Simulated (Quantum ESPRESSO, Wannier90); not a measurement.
## Wannierisation of RbAu (CsCl type)

```
begin unit_cell_cart
ang
    4.1045900000    0.0000000000    0.0000000000
    0.0000000000    4.1045900000    0.0000000000
    0.0000000000    0.0000000000    4.1045900000
end unit_cell_cart
begin atoms_frac
Rb   0.5000000000  0.5000000000  0.5000000000
Au   0.0000000000  0.0000000000  0.0000000000
end atoms_frac
```

Structure: Materials Project mp-30373, symmetrised, not relaxed again. COD (Crystallography Open Database) has an entry of this formula and space group (matched by these alone). Computed values, not measurements, from PBEsol: Quantum ESPRESSO (norm-conserving PseudoDojo potentials, cutoff 61 Ry, spinors with spin-orbit coupling) on a Γ-centred 6×6×6 mesh, then Wannier90. Density: 10×10×10 mesh, cold smearing 0.01 Ry. The gap is small at this level and was sampled on the meshes and a path alone.

Bands 17-28 form an isolated set from -3.95 to 0.00 eV relative to the valence-band maximum (on the path) and are turned into 12 Wannier functions by minimising the spread from the start: atomic waves Au 5d, Au 6s.

Problem. Where do the functions sit, how wide are they and what are they made of?

Solution. 
```tsv
functions	spread (Å²)	nearest atom, distance (Å)	second atom, distance (Å)	weight on atomic waves
6	1.17	Au 0.00	Rb 3.55	Au 5d 99 %
4	0.96	Au 0.00	Rb 3.55	Au 5d 99 %
2	3.74	Au 0.00	Rb 3.55	Au 6s 78 %, Rb 5s 16 %
```

Ω_I = 18.06 Å², Ω_total = 18.34 Å²; the interpolated bands follow pw.x to 7.5 meV rms on the path. It is the lowest total spread that any start reached here.
